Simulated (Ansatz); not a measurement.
**Cd₃O, all-electron reference calculation**

This is Cd₃O placed on the sites of the Cu3Au structure (a generated, not necessarily known, phase), then sheared and rattled.

Theory: DFT, PBE, all-electron full-potential LAPW, scalar-relativistic, point nucleus in Ansatz. Brillouin zone: 2×2×2 (half-step shift), Fermi–Dirac smearing of 0.15 eV; a denser mesh would shift the values. In metals such a mesh can move stress, forces and moments by their own size. No spin polarisation. Holes or spare electrons on the non-metal atoms can carry spin, which this run forbids. Atoms are numbered as listed.

Lattice vectors (Å):
```
4.0820 0.0038 0.0811
0.0038 4.1236 0.0940
0.0811 0.0940 4.2626
```

```json
{"atom": "O1", "x": "0.5301", "y": "0.6043", "z (fractional)": "0.4035"}
{"atom": "Cd2", "x": "0.5631", "y": "0.1954", "z (fractional)": "0.8618"}
{"atom": "Cd3", "x": "0.0913", "y": "0.6540", "z (fractional)": "0.8810"}
{"atom": "Cd4", "x": "0.0391", "y": "0.1353", "z (fractional)": "0.4163"}
```

```csv
atom,Fx (eV/Å),Fy (eV/Å),Fz (eV/Å)
O1,-0.287,-0.448,0.341
Cd2,0.089,-0.258,0.534
Cd3,-0.221,0.430,0.402
Cd4,0.418,0.276,-1.277
```

Stress tensor (GPa, compression positive):
```
 6.73 -0.56  2.68
-0.56  7.06  4.58
 2.68  4.58  6.91
```

```json
{
  "All-electron free energy E − TS (its zero hangs on the relativistic scheme and nucleus)": "-458760.447 eV",
  "Pressure": "6.90 GPa",
  "Largest force": "1.372 eV/Å"
}
```

Question: Switch to r2SCAN by all-electron PAW datasets generated for the cell without frozen cores, scalar-relativistic, point nucleus, all else held.

Answer: Against PBE, the pressure drops by 2.83 GPa to 4.07 GPa, and the forces move by 0.149 eV/Å (r.m.s. over the atoms).

```tsv
atom	Fx (eV/Å)	Fy (eV/Å)	Fz (eV/Å)
O1	-0.346	-0.574	0.514
Cd2	0.081	-0.143	0.422
Cd3	-0.153	0.404	0.322
Cd4	0.418	0.312	-1.258
```

Question: Now LDA (PW92) by all-electron full-potential LAPW, scalar-relativistic, point nucleus at the same geometry. How do the results move?

Answer: Compared with PBE, the pressure goes down by 8.33 GPa to -1.43 GPa, and the forces move by 0.244 eV/Å (r.m.s. over the atoms).

Forces (eV/Å): O1 (-0.364, -0.594, 0.447); Cd2 (0.084, -0.061, 0.315); Cd3 (-0.091, 0.370, 0.254); Cd4 (0.370, 0.285, -1.017).
